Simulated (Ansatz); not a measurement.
SrRe₄Rh₆: relaxation (Ansatz)

Input:

```yaml
crystal:
  lattice:
    - [6.799818, 0.0, 0.0]
    - [-3.399909, 5.888818, 0.0]
    - [0.0, 0.0, 3.603508]
  atoms:
    - { symbol: Sr, position: [0.0, 0.0, 0.0] }
    - { symbol: Re, position: [0.8095, 0.1905, 0.5] }
    - { symbol: Re, position: [0.381, 0.1905, 0.5] }
    - { symbol: Re, position: [0.8095, 0.619, 0.5] }
    - { symbol: Rh, position: [0.5347, 0.4653, 0.0] }
    - { symbol: Rh, position: [0.9306, 0.4653, 0.0] }
    - { symbol: Rh, position: [0.5347, 0.0694, 0.0] }
    - { symbol: Re, position: [0.3333, 0.6667, 0.0] }
    - { symbol: Rh, position: [0.2022, 0.7978, 0.5] }
    - { symbol: Rh, position: [0.5956, 0.7978, 0.5] }
    - { symbol: Rh, position: [0.2022, 0.4044, 0.5] }
  symmetry: { tolerance: 0.0003 }
kpoints:
  mp_grid: { grid: [6, 6, 8], shift: [0, 0, 0] }
magnetization:
  spin_polarized: false
scf:
  occupations: { method: gaussian, width: 0.0142 }
  lower_state_search: "off"
hamiltonian:
  pseudopotentials: { kind: paw }
  xc: pbe
basis:
  ecutwfc: 420
  fft_grid_basis: typed
relax:
  max_steps: 80
  cell: { p_target: 20.0 }
output:
  forces: true
  stress: true
  eigenvalues: true
  populations: true
  elf: true
  write_potential: true
  volumetric_format: npy
  dos:
    e_range: [-12, 8]
    de: 0.05
    projected: { site_lists: { Re: [Re], Rh: [Rh], Sr: [Sr] } }
  write_density: true
  bader: false
checkpoint:
  read: saved_state
```

The command:

```bash
ansatz run input.yaml --threads 2 --pin off --max-ram 2560MiB --backend cpu --events-out ev --progress --plain --runs-dir out
```

Origin of the cell: a known structure type with other elements, at an estimated volume, so it need not be a known compound.

The saved state is a converged single point of the same cell.

Steps («new basis» is an SCF on plane waves selected anew at the same cell):

| step | ΔH (meV/atom) | max force component (eV/Å) | P (GPa) | volume (Å³) | SCF iterations | step was |
| --- | --- | --- | --- | --- | --- | --- |
| 1 | 0.0 | 2.699 | 98.25 | 144.29 | 6 | accepted |
| 2 | -562.9 | 2.220 | 35.35 | 164.51 | 8 | accepted |
| 3 | -672.4 | 0.821 | 24.75 | 170.93 | 8 | accepted |
| 4 | -680.6 | 0.298 | 20.12 | 173.67 | 7 | accepted |
| 5 | -681.8 | 0.112 | 19.55 | 174.09 | 6 | accepted |
| 6 | -682.2 | 0.181 | 19.61 | 174.23 | 6 | accepted |
| 7 | -682.7 | 0.040 | 19.82 | 173.91 | 6 | accepted |
| 8 | -682.8 | 0.035 | 20.11 | 173.73 | 6 | accepted |
| 9 | -682.8 | 0.005 | 19.98 | 173.79 | 6 | accepted |
| 10 | -689.0 | 0.005 | 20.54 | 173.79 | 7 | new basis |
| 11 | -689.4 | 0.040 | 19.76 | 174.28 | 6 | accepted |
| 12 | -689.4 | 0.017 | 20.11 | 174.12 | 6 | accepted |
| 13 | -689.4 | 0.007 | 19.97 | 174.21 | 6 | accepted |
| 14 | -689.5 | 0.007 | 19.96 | 174.21 | 9 | new basis |

Before:

Space group P-6m2 (No. 187); the run's cell has a = 6.800 Å, b = 6.800 Å, c = 3.604 Å, α = 90.00°, β = 90.00°, γ = 120.00°. Shortest distances: Re–Rh 2.32 Å, Rh–Rh 2.68 Å, Re–Sr 2.88 Å, Re–Re 2.91 Å, Rh–Sr 2.99 Å.

After:

Space group P-6m2 (No. 187); the run's cell has a = 6.999 Å, b = 6.999 Å, c = 4.106 Å, α = 90.00°, β = 90.00°, γ = 120.00°. Shortest distances: Re–Rh 2.36 Å, Re–Re 2.57 Å, Rh–Rh 2.80 Å, Rh–Sr 3.18 Å, Re–Sr 3.28 Å.

```
CELL_PARAMETERS angstrom
6.99930 0.00000 0.00000
-3.49965 6.06157 0.00000
0.00000 0.00000 4.10623
ATOMIC_POSITIONS crystal
Sr 0.00000 0.00000 0.00000
Re 0.78893 0.21107 0.50000
Re 0.42215 0.21107 0.50000
Re 0.78893 0.57785 0.50000
Rh 0.52806 0.47194 0.00000
Rh 0.94387 0.47194 0.00000
Rh 0.52806 0.05613 0.00000
Re 0.33333 0.66667 0.00000
Rh 0.19999 0.80001 0.50000
Rh 0.60001 0.80001 0.50000
Rh 0.19999 0.39999 0.50000
```

| Quantity | Value |
| --- | --- |
| Enthalpy lowered by | 689.5 meV/atom |
| Volume change | 20.73 % |
| Final pressure | 19.96 GPa |
| Relaxation steps listed | 14 |

Caveats: no dispersion correction, so spacings can come out too large where layers or molecules are weakly bound; no moments, though an odd count or open d shells may carry them; no spin-orbit coupling, though heavy elements are present; the relaxation held the start's symmetry, so the end may be a saddle point.

The run took 7 min on 2 threads of Intel(R) Xeon(R) Platinum 8375C CPU @ 2.90GHz (Ice Lake), on a shared host, peak memory 0.84 GiB, from a saved density.
